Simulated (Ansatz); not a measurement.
Single point in Ansatz 0.2.0 with PBE, no spin polarisation. Cutoff 420 eV, PAW datasets, 5×5×7 Γ-centred k mesh, fermi-dirac filling (width 0.1 eV).

Computed maps in the lattice plane spanned by b (left to right, 5.47 Å, 17 points from zero) and c (bottom to top, 3.55 Å, 11 points from zero), 85° apart, at height 0.242 along a. The fields are smooth PAW ones with compensation charges, not the true ones near nuclei.

Valence density. Digits on a logarithmic scale: 0 up to 0.03 e/Å³, each further digit a factor of 1.6, 9 from 1.3 e/Å³ up:
```
44444332235899985
44555432224689864
45677653212456543
46899975311123223
47999996421000112
47999997431100112
46999997533332222
45899996545665533
44678865458999864
44555544358999985
44444433247999996
```

ELF. Ten even steps from '0' (0.02) to '9' (0.95):
```
11233321004776772
12222222002688741
12222222100356410
22244322200011000
22467642210000001
22479853210000001
12468743211111000
12245432116766410
12222222149988861
12222222159976982
11233321027852783
```

The cell is Cd2FeH4O2. Which atoms lie within 0.2 Å of this plane, and where (fractions of b and c)?

O at (0.76, 0.00), H at (0.61, 0.14), Cd at (0.24, 0.44). The whole cell:
```
O Fe H Cd
1.0
     3.57191    4.13848    0.00000
     3.57191   -4.13848    0.00000
     0.50594    0.00000   -3.51100
O Fe H Cd
2 1 4 2
Direct
  0.24190 0.75810 0.00000
  0.75810 0.24190 0.00000
  0.00000 0.00000 0.00000
  0.38660 0.77040 0.85580
  0.22960 0.61340 0.14420
  0.61340 0.22960 0.14420
  0.77040 0.38660 0.85580
  0.23810 0.23810 0.43960
  0.76190 0.76190 0.56040
```

Origin: a known structure type with other elements, at an estimated volume, so it need not be a known compound. Caveats: no spin polarisation, so a magnetic state may lie lower; atoms or cell far from equilibrium.
